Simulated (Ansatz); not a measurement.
Relaxed-ion elastic tensor of Cr3NiB (anti-perovskite, Pm-3m) in GPa (Voigt order), PBEsol in the plane-wave PAW code Ansatz; density 6.85 g/cm³, 10.93 Å³ per atom.

```json
[
 {"": "1", "1": "492", "2": "96.8", "3": "96.8", "4": "0.0", "5": "0.0", "6": "0.0"},
 {"": "2", "1": "96.8", "2": "492", "3": "96.8", "4": "0.0", "5": "0.0", "6": "0.0"},
 {"": "3", "1": "96.8", "2": "96.8", "3": "492", "4": "0.0", "5": "0.0", "6": "0.0"},
 {"": "4", "1": "0.0", "2": "0.0", "3": "0.0", "4": "78.8", "5": "0.0", "6": "0.0"},
 {"": "5", "1": "0.0", "2": "0.0", "3": "0.0", "4": "0.0", "5": "78.8", "6": "0.0"},
 {"": "6", "1": "0.0", "2": "0.0", "3": "0.0", "4": "0.0", "5": "0.0", "6": "78.8"}
]
```

**Question.** Is the crystal mechanically stable?

**Answer.** Yes: the smallest eigenvalue of C is 78.8 GPa.

**Question.** Work out the Voigt, Reuss and Hill averages.

**Answer.** K_V = 228, K_R = 228, K_H = 228; G_V = 126, G_R = 104, G_H = 115 GPa.

**Question.** Give Young's modulus, Poisson's ratio, Pugh's ratio and the universal anisotropy index.

**Answer.** E = 9KG/(3K + G) = 295 GPa; ν = 0.28; K/G = 1.99 (ductile by the Pugh limit of 1.75); A_U = 5G_V/G_R + K_V/K_R − 6 = 1.09.

**Question.** Estimate the sound speeds and the Debye temperature.

**Answer.** v_l = √((K + 4G/3)/ρ) = 7470 m/s, v_t = √(G/ρ) = 4100 m/s, mean 4570 m/s; Θ = (h/k)(3n/4πV)^(1/3) v_m = 613 K.

**Question.** Give the Zener ratio and Young's modulus along [100], [110] and [111].

**Answer.** A = 2C44/(C11 − C12) = 0.40; 1/E = S11 − 2(S11 − S12 − S44/2)Γ with Γ = 0, 1/4, 1/3 gives 460, 245, 212 GPa.

**Question.** Solve the Christoffel equation for the three sound speeds along [100], [110], [111].

**Answer.** Eigenvalues of C_ijkl n_j n_l equal ρv². In km/s, slowest first: [100] 3.39, 3.39, 8.47; [110] 3.39, 5.37, 7.38; [111] 4.80, 4.80, 6.98.

The start of the workflow was typed in or built on a structure type; neither database checked (COD, Materials Project) lists it. Its standing as an ambient phase is unchecked. The PBEsol relaxation kept the symmetry of its start; its stability against distortions is not shown here. The workflow began spin-polarised and lost its moments. The volume moved by -26 % from the start of the relaxation. Its formation energy is positive at this level, so the cell may be metastable or incomplete. As this level gives no gap, shear constants depend on the k-mesh and smearing (Fermi–Dirac, 0.1 eV here). On the denser mesh and wider smearing of the elastic run this cell carries a stress of 0.4 GPa.

Potentials: the earlier of the program's two PAW sets. The files were generated under PBE; for other functionals the program regenerates the frozen cores, and for LDA and PBEsol the local potential too.
